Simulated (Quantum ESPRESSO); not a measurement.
Li2O (changed cell): magnetic shieldings

```yaml
crystal:
  lattice:
    - [0.00000, 2.33849, 2.30359]
    - [2.33849, 0.00000, 2.30359]
    - [2.33849, 2.33849, 0.00000]
  atoms:
    - { symbol: Li, position: [0.75000, 0.75000, 0.75000] }
    - { symbol: Li, position: [0.25000, 0.25000, 0.25000] }
    - { symbol: O, position: [0.00000, 0.00000, 0.00000] }
```
The cell was made here from a computed Materials Project entry: strained by -1 % along the cube axis and by +0.5 % across it, atoms relaxed (PBE without dispersion, pw.x of a modified build of Quantum ESPRESSO, symmetry kept). The parent is Li2O in Fm-3m. Stability against distortions was not tested.

These are absolute shieldings with no macroscopic susceptibility term; δ = σ_ref − σ needs a reference computed alike. By our sweeps, such settings leave a few ppm in absolute σ. The structure is static (0 K, no zero-point motion).

Ω = σ33 − σ11 of the symmetric part; where symmetry doesn't make it nil, it is less certain than σ_iso.

### Question
What do the calculations give at each independent site (shieldings by PBE GIPAW (Quantum ESPRESSO, JTH PAW datasets), 22.5 Ha, k-mesh 5×5×5 shifted, f-sum rule met within 0.004 %)?

### Answer
```tsv
site	site symmetry	σ_iso (ppm)	span Ω (ppm)
Li (atoms 1, 2)	-4m2	78	0
O (atom 3)	4/mmm	204	8
```
